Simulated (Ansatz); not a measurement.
B$_{2}$O$_{3}$ (space group P3_121)

```xyz
15
Lattice="4.3491 0.0000 0.0000 -2.1745 3.7664 0.0000 0.0000 0.0000 8.3716" Properties=species:S:1:pos:R:3 pbc="T T T"
B      2.0308     2.2656     6.4862
B      1.3716     0.6259     0.9052
B      3.1212     0.8749     3.6957
B      0.9467     2.8915     1.8853
B     -0.1438     1.5008     7.4664
B     -0.8029     3.1405     4.6758
O     -0.5552     2.0682     3.8531
O      0.6610     2.2515     6.6436
O     -0.1059     3.2131     1.0626
O      2.0687     0.5533     4.5184
O      1.6194     1.6982     1.7279
O      2.8356     1.5149     7.3090
O     -1.8283     3.1667     5.5810
O      0.3463     0.5997     0.0000
O      3.6566     0.0000     2.7905
```

The volume is varied about the relaxed value V₀ at fixed cell shape. The atoms relax within the cell's symmetry.

Computed with PBEsol (plane waves to 420 eV, PAW, scalar-relativistic; Ansatz, a program for electronic structure). k mesh 7×7×4 (Γ-centred), Fermi-Dirac smearing 0.05 eV. Energies are smeared free energies. Stress and pressure are positive under compression. With the shape held, the modulus is that of even scaling; a crystal free to change shape is softer. B2O3 was relaxed with its symmetry unable to fall. The zero of ΔE is the relaxed starting cell.

| V (Å³/atom) | ΔE (meV/atom) |
|---|---|
| 8.593 | 6.1 |
| 8.731 | 3.3 |
| 8.868 | 1.4 |
| 9.005 | 0.3 |
| 9.142 | 0.0 |
| 9.279 | 0.3 |
| 9.416 | 1.2 |
| 9.553 | 2.7 |
| 9.690 | withheld |

Problem. Fit a third-order Birch-Murnaghan form (E₀, V₀, B₀, B₀′ free) to the given rows and predict ΔE at V = 9.690.

Solution. Least squares on the 8 given rows: ΔE = E₀ + (9V₀B₀/16)·y²·[2 + (B₀′ − 4)y], y = (V₀/V)^(2/3) − 1, with V₀ = 9.142 Å³/atom, B₀ = 51.96 GPa (160.2 GPa = 1 eV/Å³; the term in eV is multiplied by 1000), B₀′ = 5.52, E₀ = -0.03 meV/atom; root-mean-square residual 0.02 meV/atom. At 9.690 the fit gives 4.7 meV/atom; the calculation gives 4.8 meV/atom, so the extrapolation is off by -0.1 (-2.1 %). For the pressure the fit gives -2.58 GPa against the computed -2.63 GPa.

(Under strain, the slope of the energy per volume gives the stress and its curvature an elastic modulus.)
